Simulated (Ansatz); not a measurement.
BaMgF4:
```cif
data_Ba2F8Mg2
_chemical_formula_sum 'Ba2 Mg2 F8'
_space_group_name_H-M_alt 'P 1'
_space_group_IT_number 1
_cell_length_a 7.56852
_cell_length_b 7.56852
_cell_length_c 5.82281
_cell_angle_alpha 90.000
_cell_angle_beta 90.000
_cell_angle_gamma 148.636
loop_
_space_group_symop_operation_xyz
  'x, y, z'
loop_
_atom_site_label
_atom_site_type_symbol
_atom_site_fract_x
_atom_site_fract_y
_atom_site_fract_z
_atom_site_occupancy
Ba1 Ba 0.65076 0.34924 0.14628 1
Ba2 Ba 0.34924 0.65076 0.64628 1
Mg1 Mg 0.91558 0.08442 0.18982 1
Mg2 Mg 0.08442 0.91558 0.68982 1
F1 F 0.42087 0.57913 0.20371 1
F2 F 0.57913 0.42087 0.70371 1
F3 F 0.80278 0.19722 0.38126 1
F4 F 0.19722 0.80278 0.88126 1
F5 F 0.02848 0.97152 0.00868 1
F6 F 0.97152 0.02848 0.50868 1
F7 F 0.16361 0.83639 0.41973 1
F8 F 0.83639 0.16361 0.91973 1
```

Relaxed with PBEsol.

Task: Which orbitals make up the states near the band edges in plane-wave PAW PBEsol (Ansatz code)?

Result: Top 1 eV of the valence band: F 2p 97 %. Bottom 1 eV of the conduction band: Ba 6s 43 %, Mg 3s 21 %, F 2s 14 %, outside the projected shells 14 %. Projections are on Löwdin-orthogonalised atomic valence shells; empty p or d shells of many metals are not among them.

Task: Tabulate the density of states.

Result: States/eV per cell of 12 atoms, in 0.25 eV bins, energy from the valence-band maximum.

| E (eV) | total | F 2p | Ba 5p | Ba 6s |
|---|---|---|---|---|
| -7.85 | 19.73 | 0.87 | 18.55 | 0.03 |
| -7.60 | 0.00 | 0.00 | 0.00 | 0.00 |
| -7.35 | 0.00 | 0.00 | 0.00 | 0.00 |
| -7.10 | 0.00 | 0.00 | 0.00 | 0.00 |
| -6.85 | 0.00 | 0.00 | 0.00 | 0.00 |
| -6.60 | 0.00 | 0.00 | 0.00 | 0.00 |
| -6.35 | 0.00 | 0.00 | 0.00 | 0.00 |
| -6.10 | 0.00 | 0.00 | 0.00 | 0.00 |
| -5.85 | 0.00 | 0.00 | 0.00 | 0.00 |
| -5.60 | 0.00 | 0.00 | 0.00 | 0.00 |
| -5.35 | 0.00 | 0.00 | 0.00 | 0.00 |
| -5.10 | 0.00 | 0.00 | 0.00 | 0.00 |
| -4.85 | 0.00 | 0.00 | 0.00 | 0.00 |
| -4.60 | 0.00 | 0.00 | 0.00 | 0.00 |
| -4.35 | 0.00 | 0.00 | 0.00 | 0.00 |
| -4.10 | 0.00 | 0.00 | 0.00 | 0.00 |
| -3.85 | 0.00 | 0.00 | 0.00 | 0.00 |
| -3.60 | 0.00 | 0.00 | 0.00 | 0.00 |
| -3.35 | 1.82 | 1.59 | 0.00 | 0.00 |
| -3.10 | 2.77 | 2.46 | 0.01 | 0.00 |
| -2.85 | 4.66 | 4.20 | 0.03 | 0.01 |
| -2.60 | 6.29 | 5.79 | 0.04 | 0.03 |
| -2.35 | 3.37 | 3.23 | 0.03 | 0.01 |
| -2.10 | 12.00 | 11.46 | 0.10 | 0.11 |
| -1.85 | 14.97 | 14.22 | 0.15 | 0.19 |
| -1.60 | 14.70 | 13.97 | 0.22 | 0.15 |
| -1.35 | 17.82 | 16.99 | 0.28 | 0.15 |
| -1.10 | 20.03 | 19.23 | 0.31 | 0.13 |
| -0.85 | 21.01 | 20.26 | 0.32 | 0.10 |
| -0.60 | 23.89 | 23.14 | 0.36 | 0.06 |
| -0.35 | 26.60 | 25.84 | 0.48 | 0.02 |
| -0.10 | 22.08 | 21.40 | 0.51 | 0.01 |
| 0.15 | 0.00 | 0.00 | 0.00 | 0.00 |
| 0.40 | 0.00 | 0.00 | 0.00 | 0.00 |
| 0.65 | 0.00 | 0.00 | 0.00 | 0.00 |
| 0.90 | 0.00 | 0.00 | 0.00 | 0.00 |
| 1.15 | 0.00 | 0.00 | 0.00 | 0.00 |
| 1.40 | 0.00 | 0.00 | 0.00 | 0.00 |
| 1.65 | 0.00 | 0.00 | 0.00 | 0.00 |
| 1.90 | 0.00 | 0.00 | 0.00 | 0.00 |
| 2.15 | 0.00 | 0.00 | 0.00 | 0.00 |
| 2.40 | 0.00 | 0.00 | 0.00 | 0.00 |
| 2.65 | 0.00 | 0.00 | 0.00 | 0.00 |
| 2.90 | 0.00 | 0.00 | 0.00 | 0.00 |
| 3.15 | 0.00 | 0.00 | 0.00 | 0.00 |
| 3.40 | 0.00 | 0.00 | 0.00 | 0.00 |
| 3.65 | 0.00 | 0.00 | 0.00 | 0.00 |
| 3.90 | 0.00 | 0.00 | 0.00 | 0.00 |
| 4.15 | 0.00 | 0.00 | 0.00 | 0.00 |
| 4.40 | 0.00 | 0.00 | 0.00 | 0.00 |
| 4.65 | 0.00 | 0.00 | 0.00 | 0.00 |
| 4.90 | 0.00 | 0.00 | 0.00 | 0.00 |
| 5.15 | 0.00 | 0.00 | 0.00 | 0.00 |
| 5.40 | 0.00 | 0.00 | 0.00 | 0.00 |
| 5.65 | 0.00 | 0.00 | 0.00 | 0.00 |
| 5.90 | 0.00 | 0.00 | 0.00 | 0.00 |
| 6.15 | 0.00 | 0.00 | 0.00 | 0.00 |
| 6.40 | 0.00 | 0.00 | 0.00 | 0.00 |
| 6.65 | 0.00 | 0.00 | 0.00 | 0.00 |
| 6.90 | 0.00 | 0.00 | 0.00 | 0.00 |
| 7.15 | 0.16 | 0.00 | 0.00 | 0.07 |
| 7.40 | 0.35 | 0.01 | 0.00 | 0.16 |
| 7.65 | 0.55 | 0.02 | 0.01 | 0.24 |
| 7.90 | 0.88 | 0.05 | 0.01 | 0.36 |
| 8.15 | 1.48 | 0.08 | 0.02 | 0.53 |
| 8.40 | 3.12 | 0.15 | 0.02 | 0.83 |
| 8.65 | 7.30 | 0.28 | 0.03 | 1.25 |
| 8.90 | 5.04 | 0.13 | 0.01 | 0.50 |
| 9.15 | 12.05 | 0.26 | 0.01 | 0.85 |
| 9.40 | 3.18 | 0.07 | 0.01 | 0.25 |
| 9.65 | 9.42 | 0.17 | 0.01 | 0.44 |
| 9.90 | 6.47 | 0.11 | 0.01 | 0.18 |
| 10.15 | 11.06 | 0.19 | 0.01 | 0.29 |
| 10.40 | 7.31 | 0.15 | 0.01 | 0.29 |
| 10.65 | 7.10 | 0.16 | 0.01 | 0.46 |
| 10.90 | 3.81 | 0.08 | 0.00 | 0.30 |
| 11.15 | 4.10 | 0.10 | 0.00 | 0.19 |
| 11.40 | 7.16 | 0.18 | 0.01 | 0.43 |
| 11.65 | 3.94 | 0.11 | 0.01 | 0.51 |

Space group Cmc2_1. The first step of the workflow began from a Materials Project structure, measured or hypothetical; the Crystallography Open Database files this formula in space group No. 36, but the cells were not matched. Whether it is the stable phase at ambient conditions was not checked. Symmetry was held in the PBEsol relaxation; its stability against distortions is not shown here. Spin–orbit coupling is left out wherever it is not named.

Potentials: the earlier of the program's two PAW sets. The files were generated under PBE; for other functionals the program regenerates the frozen cores, and for LDA and PBEsol the local potential too.
